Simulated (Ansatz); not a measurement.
## Cutoff convergence: AlRu

System: AlRu (CsCl type, first atom moved by 0.06 Å along [111]), 2 atoms in the cell.

```
CELL_PARAMETERS angstrom
3.00000 0.00000 0.00000
0.00000 3.00000 0.00000
0.00000 0.00000 3.00000
ATOMIC_POSITIONS crystal
Ru 0.01155 0.01155 0.01155
Al 0.50000 0.50000 0.50000
```

Method: HSE06, plane waves, PAW datasets (generated soft set 1) in Ansatz.

Exchange singularity: Wigner-Seitz; k-mesh 4×4×4 Γ-centred; Fermi–Dirac smearing of 0.1 eV; no spin polarisation.

```
cutoff (eV)  E − E(top) (meV/atom)  pressure at fixed basis (GPa)  corrected pressure (GPa)  rms force change (meV/Å)
        280                  178.5                         -22.85                     -6.99                       7.4
        300                   81.4                         -15.52                     -7.94                       1.6
        320                   34.8                         -11.54                     -8.07                       4.8
        340                   17.5                          -9.96                     -8.41                       3.7
        380                    5.2                          -8.85                     -8.44                       1.2
        420                    2.0                          -8.67                     -8.54                       0.3
        480                    0.5                          -8.61                     -8.56                       0.2
        560                    0.0                          -8.58                     -8.57                       0.0
```

Against the 560 eV run, total energies lie within 1 meV/atom from 480 eV on. Forces lie within 20 meV/Å (rms) from 280 eV on. The pressure at a fixed basis moves by -14.27 GPa at 280 eV.

The k-mesh is coarse, so these values belong to this mesh and can lie far from the converged ones.
